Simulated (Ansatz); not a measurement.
MoS₂ (3R-MoS2 type, space group R3m)

```yaml
crystal:
  lattice:
    - [1.58761, 0.91661, 6.19494]
    - [-1.58761, 0.91661, 6.19494]
    - [0.00000, -1.83321, 6.19494]
  atoms:
    - { symbol: Mo, position: [0.00000, 0.00000, 0.00000] }
    - { symbol: S, position: [0.75030, 0.75030, 0.75030] }
    - { symbol: S, position: [0.58300, 0.58300, 0.58300] }
```

Two coordinates are scanned: the volume, and the ratio of the stretch along z (the conventional c axis) to the stretch across it. Atoms keep their fractional coordinates.

The numbers are results of r2SCAN+rVV10 (plane waves to 500 eV, PAW, scalar-relativistic; Ansatz, a program for electronic structure), not measurements. k mesh 12×12×12 (Γ-centred), Fermi-Dirac smearing 0.05 eV. E stands for the smeared free energy. As the atoms are clamped, bonds stretch with the cell, which overstates energies and stresses. As the smearing reaches across the gap at some points, the response to shear is sensitive to the k mesh, so small differences along c/a are uncertain. MoS2 is run without spin polarisation. MoS2 was relaxed with its symmetry unable to fall. This is one of several known forms of MoS2; the measured ambient cells at hand have space group No. 194. The zero of ΔE is the relaxed starting cell.

Question: Predict the ΔE (meV/atom) at all points of the grid V/V₀ = 0.960, 0.980, 1.000, 1.020, 1.040 by (c/a)/(c/a)₀ = 0.880, 0.940, 1.000, 1.060, 1.120.

Answer: ΔE (meV/atom), with V/V₀ across and (c/a)/(c/a)₀ down:

```csv
(c/a)/(c/a)₀ \ V/V₀,0.960,0.980,1.000,1.020,1.040
0.880,128,114,107,108,114
0.940,44,31,26,28,36
1.000,15,4,0,3,13
1.060,37,26,24,28,39
1.120,103,94,92,97,108
```

(Under strain, the slope of the energy per volume gives the stress and its curvature an elastic modulus.)
